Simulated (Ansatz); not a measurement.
Rh:
```
CELL_PARAMETERS angstrom
     -1.51431     1.51431     1.51431
      1.51431    -1.51431     1.51431
      1.51431     1.51431    -1.51431
ATOMIC_POSITIONS crystal
  Rh 0.00000 0.00000 0.00000
```

Relaxed with PBEsol. Special points in fractions of this cell's reciprocal vectors: Γ (0.000, 0.000, 0.000); H (0.500, -0.500, 0.500); N (0.000, 0.000, 0.500); P (0.250, 0.250, 0.250).

Question: List the band energies nearest the Fermi level at these points for plane-wave PAW PBEsol with spin–orbit coupling (Ansatz code).

Answer: In eV from the Fermi level; about four levels below and three above (degenerate sets whole), none deeper than 8.9 eV; … stands for higher levels left out; points with the same levels are listed once.

```csv
k,below,above
Γ,-0.44 -0.44 -0.44 -0.44,…
H,-5.92 -5.92 -5.92 -5.92,1.02 1.02 1.02 1.02
N,-0.53 -0.53 -0.08 -0.08,1.23 1.23 1.66 1.66
P,-0.01 -0.01 -0.01 -0.01,9.53 9.53 …
```

Space group Im-3m (bcc (W type)). The start of the workflow was typed in or built on a structure type; the Crystallography Open Database copy checked does not list it. It is not the phase usual at ambient conditions (space group No. 225). The PBEsol relaxation kept the symmetry of its start. At this level the phase is mechanically unstable. No spin polarisation was allowed.

Potentials: the later of the program's two PAW sets.
